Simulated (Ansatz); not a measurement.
The geometry is COD entry 1510851, unchecked; take it as a test cell. The listed cell was then made from it by scaling, straining or moving an atom.

B$_{2}$W: DFT, LDA, all-electron PAW with datasets made for the crystal, scalar-relativistic (Ansatz 0.2.0). What sets it apart from a plain run of this crystal: volume scaled by 0.98.

Command: `ansatz run input.yaml --threads 1 --pin off --max-ram 4096MiB --backend cpu --events-out ev --progress --plain --runs-dir out` The run took 62 s on 1 thread of Arm Neoverse V1, on a shared host, peak memory 1 GiB.

```yaml
crystal:
  lattice:
    - [2.9997323439, 0.0, 0.0]
    - [-1.499866172, 2.5978444143, 0.0]
    - [0.0, 0.0, 3.0295295846]
  atoms:
    - { symbol: B, position: [0.3333333333, 0.6666666667, 0.5] }
    - { symbol: B, position: [0.6666666667, 0.3333333333, 0.5] }
    - { symbol: W, position: [0.0, 0.0, 0.0] }
kpoints:
  mp_grid: { grid: [14, 14, 12] }
scf:
  occupations: { method: fermi_dirac, width: 0.05 }
hamiltonian:
  xc: lda
  pseudopotentials: { kind: all_electron, datasets: crystal }
output:
  forces: true
  stress: true
  eigenvalues: true
  efg: { contact_densities: true }
```

Output (standing set-up lines are left out):

```
hamiltonian.pseudopotentials.datasets: crystal makes datasets for this crystal and solves the spheres of its atoms anew in each pass: cutoff 400.0 eV, the density's 1600.0 eV; for an error of 0.50 meV an atom under PBE, 1.5 meV for the cell; an energy difference from a run of another recipe may be off by several times the error for the cell, under r2SCAN by more, where some 0.1 meV an atom stays at smaller errors; B in spheres of 0.863 Å, 3 of its electrons in bands; W in spheres of 1.376 Å, 6 of its electrons in bands, 22 on its site; only band paths and densities of states list, in semicore columns, the levels of the semicore shells that are solved separately: 4f of W, 5s of W, 5p of W
Crystal: 3 atoms, lattice volume = 23.609 Å³
PAW one-centre angular grid: B, 110 points (default); XC on its mesh's 1927 points in the sphere
iter 1 solved again at ethr=8.86e-2 eV; its pass at ethr=1.00e-1 eV (dr2=1.06e1 eV) is discarded
SCF iter   1: F=—  HF=-440291.000455 eV  |F-HF|=—  |Δ(HF+E_count)|=         —  Δρ=1.74e-1  dr2=1.24e1  ethr=8.86e-2  ⟨swp⟩=2.0  Hψ=10153  notcnv=0
preconditioner: auto → none  [metal: Δε(μ)=0.024 eV  Ē_g=11.596 eV  σ=0.050 eV  W_gap=0.12  n_scr=8 (ndim 8)  ℏωp=26.5 eV  f_vac=0.000  D(μ)=0.76/eV (n_scr^D=2)  sad-step TF]
SCF iter   2: F=—  HF=-440288.290707 eV  |F-HF|=—  |Δ(HF+E_count)|=    2.71e0  Δρ=7.55e-2  dr2=2.33e0  ethr=8.86e-2  ⟨swp⟩=2.0  Hψ=3367  notcnv=0  defer=1
SCF iter   3: F=—  HF=-440287.898064 eV  |F-HF|=—  |Δ(HF+E_count)|=   3.93e-1  Δρ=3.61e-2  dr2=5.12e-1  ethr=1.94e-2  ⟨swp⟩=3.4  Hψ=5033  notcnv=0  defer=1
iter 4 solved again at ethr=2.08e-4 eV; its pass at ethr=4.26e-3 eV (dr2=2.49e-2 eV) is discarded
SCF iter   4: F=—  HF=-440287.774073 eV  |F-HF|=—  |Δ(HF+E_count)|=   1.24e-1  Δρ=8.46e-3  dr2=2.91e-2  ethr=2.08e-4  ⟨swp⟩=2.9  Hψ=8843  notcnv=0  defer=17
eigensolver tolerance schedule calibrated: the retry pair's looser diagonalisation under-reported the residual by θ = 0.14 (0.11/decade); ethr = c·dr2/N_el runs at the constant in force after the calibration composes with the one it found (an armed cap, an earlier calibration), c = 8.4e-2
SCF iter   5: F=—  HF=-440287.765058 eV  |F-HF|=—  |Δ(HF+E_count)|=   9.02e-3  Δρ=3.30e-3  dr2=3.84e-3  ethr=2.04e-4  ⟨swp⟩=2.3  Hψ=3391  notcnv=0  defer=29
SCF iter   6: F=—  HF=-440287.764987 eV  |F-HF|=—  |Δ(HF+E_count)|=   7.08e-5  Δρ=1.15e-3  dr2=3.46e-4  ethr=2.69e-5  ⟨swp⟩=3.2  Hψ=3619  notcnv=0  defer=9
SCF iter   7: F=—  HF=-440287.764867 eV  |F-HF|=—  |Δ(HF+E_count)|=   1.20e-4  Δρ=4.32e-4  dr2=6.46e-5  ethr=2.43e-6  ⟨swp⟩=3.0  Hψ=4574  notcnv=0  defer=4
SCF iter   8: F=—  HF=-440287.764847 eV  |F-HF|=—  |Δ(HF+E_count)|=   1.96e-5  Δρ=1.58e-4  dr2=9.29e-6  ethr=4.53e-7  ⟨swp⟩=2.1  Hψ=2776  notcnv=0  defer=3
SCF iter   9: F=—  HF=-440287.764845 eV  |F-HF|=—  |Δ(HF+E_count)|=   2.35e-6  Δρ=2.50e-5  dr2=2.06e-7  ethr=6.53e-8  ⟨swp⟩=3.1  Hψ=3497  notcnv=0  defer=2
SCF iter  10: F=-440287.764845 eV  HF=-440287.764845 eV  |F-HF|=5.75e-8  |Δ(HF+E_count)|=   3.35e-8  Δρ=1.33e-5  dr2=6.89e-8  ethr=1.45e-9  ⟨swp⟩=3.1  Hψ=3274  notcnv=0  defer=2
SCF 1 converged in 10 iterations: F = -440287.764847 eV  dr2 = 6.89e-8
  Residual-converged pass: ⟨swp⟩=4.4  Hψ=4551  notcnv=0  max |occ|·‖R‖ = 6.4e-6 eV (tolerance 6.5e-6 eV)  dr2=7.14e-8  dr2_onsite=1.77e-8  max |Δocc| = 8.3e-9
  greatest PAW one-centre occupation: 0.405 electrons in one spin orbital (limit 2), on the W atom at site 2 (counted from 0), in its partial waves of l = 2
SCF converged after 10 iterations
Free energy (F): -440287.764847 eV
Harris-Foulkes:  -440287.764847 eV  (|F-HF|=5.75e-8)
Internal energy: -440287.753842 eV  (E = F + TS)
E sigma→0 (E₀):  -440287.759344 eV
Entropy (-TS):   -0.011005 eV (-3.668 meV/atom)
Past the cutoff: the bands carry plane waves up to 1.75 times it, of which those up to 1.5 times it add -0.000164 eV an atom, each by itself; the spheres take 0.000083 eV an atom off the energy for waves past 1.75 times it
By the cutoff:   a pressure is off by up to 0.007 GPa (1.2 times the spheres' own share and the shells' term, over an atom's volume, and 0.004 GPa: a bound that held against runs at twice the plane waves)
Past the cutoffs: a stress includes 0.0027 GPa for waves and charges beyond them, in addition to the slope of what the spheres take
In the spheres:  the bands' charges fall short by 2.0e-6 e at most (sound up to 1e-3), those of shells solved beside the bands by 2.7e-7 e (sound up to 5e-4)
Fermi energy:    27.654853 eV
--- Per-component energies (eV) ---
  The terms above E_closure are by the made datasets' own strengths, without shells solved beside the bands.
--- Forces (eV/Å), atoms counted from 1 ---
  atom   1  B      0.00000000    -0.00000000    -0.00000000
  atom   2  B     -0.00000000     0.00000000     0.00000000
  atom   3  W      0.00000000     0.00000000     0.00000000
  max |Σ_I F_I| component: 5.55e-17 eV/Å
--- Stress (GPa, compression-positive) ---
       25.863874      -0.000000       0.000000
        0.000000      25.863874      -0.000000
        0.000000      -0.000000      42.694428
  P = ⅓ Tr σ = 31.4741 GPa (314.741 kbar)
  It holds what live shells' own plane waves past their cutoff add
--- PAW observables at the nuclei: V_zz in 10²¹ V/m², potentials from the cell's mean, atoms counted from 1 ---
  atom   1  B  V_zz =    +0.104266   η = 0.0000   by run symmetry: allowed
            electrostatic potential = -340.283810 V   contact ρ = 475.066320 e/Å³
  atom   2  B  V_zz =    +0.104266   η = 0.0000   by run symmetry: allowed
            electrostatic potential = -340.283810 V   contact ρ = 475.066320 e/Å³
  atom   3  W  V_zz =    +3.804097   η = 0.0000   by run symmetry: allowed
            electrostatic potential = -14813.455418 V   contact ρ = 8783946.159954 e/Å³
--- Band table (eV; the first three rows and the last of 168) ---
  k-point 0: bands = ["10.8485", "21.2338", "21.2338", "21.3159", "23.9048", "28.0333", "28.0333", "31.0321", "31.0321", "31.1905"]
  k-point 1: bands = ["10.9982", "20.9870", "21.3347", "21.3347", "24.1604", "27.3644", "27.3644", "30.6756", "30.6756", "31.5312"]
  k-point 2: bands = ["11.4321", "20.1660", "21.6362", "21.6362", "24.8232", "26.2407", "26.2407", "29.7497", "29.7497", "31.4030"]
  k-point 167: bands = ["15.3758", "16.0507", "20.1775", "21.1536", "21.5661", "29.5067", "31.4158", "32.0667", "32.4491", "33.2108"]
  guard bands above this table: 0 of the run's 10 bands, where the rule asks 2: the bands that hold charge and the lowest empty level above them stay in the table. A level can be missing at the table's top as with no guard band: raise scf.n_extra_bands
```
